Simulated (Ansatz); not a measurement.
## Elastic constants of YCu (Pm-3m) under pressure

```yaml
crystal:
  lattice:
    - [3.42524, 0.00000, 0.00000]
    - [0.00000, 3.42524, 0.00000]
    - [0.00000, 0.00000, 3.42524]
  atoms:
    - { symbol: Y, position: [0.00000, 0.00000, 0.00000] }
    - { symbol: Cu, position: [0.50000, 0.50000, 0.50000] }
```

This is the zero-pressure cell. At each pressure cell and atoms are relaxed in this structure, and the constants are slopes of the stress at strains of ±0.005 with relaxed ions (the coefficients that govern stability under load). Level: PBEsol, PAW on Ansatz 0.2.0's default frozen-core files (fitted under PBE), scalar-relativistic; k mesh 14×14×14, strains of ±0.005, Fermi-Dirac smearing of 0.100 eV, cutoff 420 eV. P is the pressure of the relaxed cell, less that of this one.

```tsv
P (GPa)	V/V₀	C11 (GPa)	C12 (GPa)	C44 (GPa)
0.00	1.0000	122.2	55.7	39.5
0.99	?	?	?	?
2.00	0.9759	130.2	63.7	42.6
4.00	0.9544	137.9	71.6	45.5
6.98	0.9261	148.7	83.2	49.6
9.98	0.9013	158.9	94.8	53.5
15.01	0.8658	174.8	113.9	59.6
```

Task: Does the bulk modulus from the constants agree with the pressure-volume curve?

Result: A third-order Birch-Murnaghan fit to the volumes shown (F against f, f = [(V₀/V)^(2/3) − 1]/2) gives B₀ = 77.9 GPa and B′ = 4.0. Its −V dP/dV stands beside (C11 + 2C12)/3:

| P (GPa) | from P(V) | from the constants |
| --- | --- | --- |
| 0.00 | 77.9 | 77.8 |
| 2.00 | 85.8 | 85.9 |
| 4.00 | 93.6 | 93.7 |
| 6.98 | 105.0 | 105.1 |
| 9.98 | 116.2 | 116.2 |
| 15.01 | 134.5 | 134.2 |

Task: What are the pressure derivatives at zero pressure?

Result: Slopes at V₀ of quadratic fits in −ln(V/V₀) through the first four rows shown, divided by B₀: dC11/dP = 4.1, dC12/dP = 4.0, dC44/dP = 1.6. The mean slopes up to 4.0 GPa are 3.9, 4.0, 1.5; curvature and scatter of the constants part the two. The combination (dC11/dP + 2 dC12/dP)/3 = 4.0 stands against B′.

Task: Fill the row at 0.99 GPa.

Result: Cubic fits in −ln(V/V₀) through all rows shown give C11 = 126.2, C12 = 59.6, C44 = 41.1 GPa. Computed: V/V₀ = 0.9877, C11 (GPa) = 126.2, C12 (GPa) = 59.6, C44 (GPa) = 41.1.

Task: Does a shear stiffness soften?

Result: C44 goes from 39.5 to 59.6 GPa; (C11 − C12)/2 goes from 33.2 to 30.4 GPa. (C11 − C12)/2 softens under pressure, though the lattice stays mechanically stable over this range.

Known limits: the structure is a database entry and needn't be the stable phase; no other phase was computed; many crystals of this kind change structure within this range, and rows or crossings beyond such a change describe a metastable lattice; frozen-core PAW files fitted under PBE, their cores solved anew for the functional of the run; responses of metals move with mesh and smearing; phonons weren't checked at these pressures.
